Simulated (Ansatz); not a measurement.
Relaxed ScAl₃ (Cu3Au type):

```yaml
crystal:
  lattice:
    - [4.08581, 0.00000, 0.00000]
    - [0.00000, 4.08581, 0.00000]
    - [0.00000, 0.00000, 4.08581]
  atoms:
    - { symbol: Al, position: [0.00000, 0.50000, 0.50000] }
    - { symbol: Al, position: [0.50000, 0.50000, 0.00000] }
    - { symbol: Al, position: [0.50000, 0.00000, 0.50000] }
    - { symbol: Sc, position: [0.00000, 0.00000, 0.00000] }
```

Scan: atom 3 (Al, nearest neighbour Al at 2.889 Å; its periodic images, 4.1 Å or more away, move with it) is displaced along Cartesian z, direction (0.000, 0.000, 1.000) in Cartesian axes, by s. The other atoms stay.

The numbers are results of r2SCAN (plane waves to 500 eV, PAW, scalar-relativistic; Ansatz, a quantum-chemistry and plane-wave program), not measurements. k mesh 9×9×9 (Γ-centred), Fermi-Dirac smearing 0.05 eV. E stands for the smeared free energy. With partly filled bands, energies and forces of such displacements shift with the k mesh and the smearing. ScAl3 is run without spin polarisation. ScAl3 was relaxed with its symmetry unable to fall. ΔE is measured from the undisplaced structure. The last digit holds for this mesh only.

| s (Å) | ΔE (meV/cell) |
|---|---|
| -0.870 | 2732.7 |
| -0.696 | 1734.7 |
| -0.522 | 962.8 |
| -0.348 | withheld |
| -0.174 | 104.2 |
| 0.000 | 0.0 |
| 0.174 | 104.2 |
| 0.348 | withheld |
| 0.522 | 962.8 |
| 0.696 | 1734.7 |
| 0.870 | 2732.7 |

Q: Fit an even polynomial form (powers 2, 4, 6) to the given rows and predict ΔE at s = 0.348.

A: Least squares on the 9 given rows: ΔE = (3439)·s² + (413.6)·s⁴ + (-246.7)·s⁶, in meV/cell with s in Å; root-mean-square residual 0.21 meV/cell. At 0.348 the fit gives 422.1 meV/cell; the calculation gives 420.9 meV/cell, so the interpolation is off by 1.2 (+0.3 %). The quadratic term alone would give 416.5 meV/cell.

(A displaced cell: forces are minus the slopes of the energy, force constants its curvatures, and phonons follow from these.)
